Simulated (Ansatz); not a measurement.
## CO₂: O-17 NMR of the central transition

Cell: a Materials Project structure (computed, not necessarily an observed phase) whose atoms were relaxed with PBE, the cell held.

```cif
data_CO2
_symmetry_space_group_name_H-M 'Cmce'
_symmetry_Int_Tables_number 64
_cell_length_a 5.2718
_cell_length_b 4.7748
_cell_length_c 6.5872
_cell_angle_alpha 90.000
_cell_angle_beta 90.000
_cell_angle_gamma 90.000
loop_
_atom_site_label
_atom_site_type_symbol
_atom_site_symmetry_multiplicity
_atom_site_Wyckoff_symbol
_atom_site_fract_x
_atom_site_fract_y
_atom_site_fract_z
C C 4 a 0.0000 0.0000 0.0000
O O 8 f 0.5000 0.6946 0.8926
```

One atom of each set is listed; the run and its k-mesh use a cell of 6 atoms with edges of 3.56, 3.56, 6.59 Å.

The numbers come from a DFT calculation in Ansatz (PBE, plane waves and PAW, scalar-relativistic, 420 eV cutoff, Γ-centred 9×9×5 k-points, Fermi–Dirac smearing 0.01 eV).

O-17 has I = 5/2 and Q = -25.58 mb (Pyykkö 2018); at 14.1 T its Larmor frequency is ν₀ = 81.4 MHz. Only the quadrupole interaction is simulated: positions count from each site's isotropic chemical shift, and J coupling is left out, as are shift anisotropy and dipolar coupling, which fast spinning averages.

Simulated pattern of one O site (fast magic-angle spinning, Gaussian broadening 0.1 kHz):

(offset (kHz), height): (-3.771, 0), (-3.658, 1), (-3.546, 5), (-3.434, 5), (-3.322, 5), (-3.210, 6), (-3.098, 6), (-2.986, 6), (-2.874, 6), (-2.762, 6), (-2.649, 7), (-2.537, 7), (-2.425, 8), (-2.313, 44), (-2.201, 90), (-2.089, 59), (-1.977, 48), (-1.865, 43), (-1.753, 41), (-1.640, 39), (-1.528, 39), (-1.416, 39), (-1.304, 40), (-1.192, 41), (-1.080, 43), (-0.968, 47), (-0.856, 52), (-0.744, 63), (-0.631, 96), (-0.519, 100), (-0.407, 9), (-0.295, 0)

Problem. Which |C_Q| and η does the pattern imply?

Solution. The pattern spans 3.14 kHz before broadening and its centre of gravity is at -1.45 kHz, which fixes P_Q; the places of the horns and steps fix η. That gives P_Q = 4.44 MHz, |C_Q| = 4.43 MHz and η = 0.03. The sign of C_Q can't be read from the pattern.

At O V_zz points along its bond to C (within 1°).

The relaxation (3 steps) took 20 s of wall time (20 s of CPU time) and 0.41 GiB at its peak, on 1 thread of Arm Neoverse V1 (aarch64; 8 cores open to the job, memory cap 3.0 GiB, no GPU), a shared host with a load of 0.3 a core.
